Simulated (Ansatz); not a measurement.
Input:

BaIn$_{4}$:
```xyz
5
Lattice="-2.5037 2.5037 6.0404 2.5037 -2.5037 6.0404 2.5037 2.5037 -6.0404" Properties=species:S:1:pos:R:3 pbc="T T T"
Ba     0.0000     0.0000     0.0000
In     0.0000     2.5037     3.0202
In     2.5037     0.0000     3.0202
In     0.0000     0.0000     7.4558
In     0.0000     0.0000     4.6250
```

This is the r²SCAN-relaxed structure.

Question: All from the program Ansatz at the r²SCAN level (PAW), unless another level is named. Estimate the formation energy from the elements (no fitted shifts).

Answer: -0.51 eV/atom.

Question: And the density of states at the Fermi level?

Answer: 0.18 states/eV per atom (mean over ±0.08 eV).

Space group I4/mmm. The workflow started from a Materials Project entry (that database holds measured and hypothetical structures alike); the Crystallography Open Database copy checked does not list it. Its standing as an ambient phase is unchecked. The r²SCAN relaxation kept the symmetry of its start; its stability against distortions is not shown here. The references are the lowest solids computed at this level, not always the standard phases. Scalar-relativistic: spin–orbit coupling is off unless named, which matters more the heavier the elements.

Potentials: the later of the program's two PAW sets.
